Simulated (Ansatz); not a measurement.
LiAu4Se4Cl4O12 — 197Au nuclear quadrupole resonance

Cell: a Materials Project structure (computed, not necessarily an observed phase), taken as it stands.

```yaml
crystal:
  lattice:
    - [4.76084, 0.00000, 0.00000]
    - [0.31641, 10.07456, 0.00000]
    - [1.17739, 1.79327, 10.85929]
  atoms:
    - { symbol: Li, position: [0.53621, 0.23738, 0.87089] }
    - { symbol: Se, position: [0.72858, 0.86095, 0.27167] }
    - { symbol: Se, position: [0.22557, 0.72487, 0.89915] }
    - { symbol: Se, position: [0.83655, 0.29050, 0.10798] }
    - { symbol: Se, position: [0.19152, 0.14188, 0.70412] }
    - { symbol: Au, position: [0.01496, 0.58553, 0.17851] }
    - { symbol: Au, position: [0.01656, 0.00842, 0.99586] }
    - { symbol: Au, position: [0.01467, 0.42423, 0.81922] }
    - { symbol: Au, position: [0.96196, 0.99341, 0.49675] }
    - { symbol: Cl, position: [0.42143, 0.46151, 0.68027] }
    - { symbol: Cl, position: [0.65815, 0.50177, 0.32493] }
    - { symbol: Cl, position: [0.21291, 0.19018, 0.43004] }
    - { symbol: Cl, position: [0.70617, 0.79906, 0.55835] }
    - { symbol: O, position: [0.68401, 0.95332, 0.12737] }
    - { symbol: O, position: [0.69667, 0.35204, 0.96990] }
    - { symbol: O, position: [0.02973, 0.76241, 0.24322] }
    - { symbol: O, position: [0.10659, 0.18247, 0.05858] }
    - { symbol: O, position: [0.09003, 0.40953, 0.11415] }
    - { symbol: O, position: [0.94480, 0.83611, 0.93303] }
    - { symbol: O, position: [0.32889, 0.65977, 0.04378] }
    - { symbol: O, position: [0.90693, 0.23626, 0.75579] }
    - { symbol: O, position: [0.91519, 0.98883, 0.31850] }
    - { symbol: O, position: [0.97600, 0.61679, 0.87027] }
    - { symbol: O, position: [0.31605, 0.07291, 0.84837] }
    - { symbol: O, position: [0.00764, 0.00361, 0.67692] }
```

Sites (sets of like atoms) are named by element and the number of their first atom in this list.

The numbers come from a DFT calculation in Ansatz (PBE, plane waves and PAW, scalar-relativistic, 420 eV cutoff, Γ-centred 7×4×3 k-points, Fermi–Dirac smearing 0.05 eV).

197Au: I = 3/2, Q = 547.0 mb (year-2017 value). Static lattice, zero field.

(1) Predict the zero-field 197Au lines of each site.

Answers

(1) For I = 3/2 there is one line, ν = (|C_Q|/2)(1 + η²/3)^½.

```tsv
site	atoms	V_zz (10²¹ V/m²)	C_Q (MHz)	η	line frequencies (MHz)
Au6	6	9.03	119	0.93	67.8
Au7	7	5.95	78.7	0.66	42.1
Au8	8	6.50	86.0	0.69	46.3
Au9	9	11.88	157	0.78	86.1
```

The largest force is 0.3 eV/Å, so the atoms aren't at the calculated equilibrium and relaxing them would move these values. With no gap above 0.1 eV, as in a metal, the gradients converge slowly in k; expect changes of a tenth or more on a denser mesh. Spin–orbit coupling is left out, which shifts gradients on Au by a few per cent in wide-gap crystals, and can shift them far more where the calculated gap is small or absent, as here.
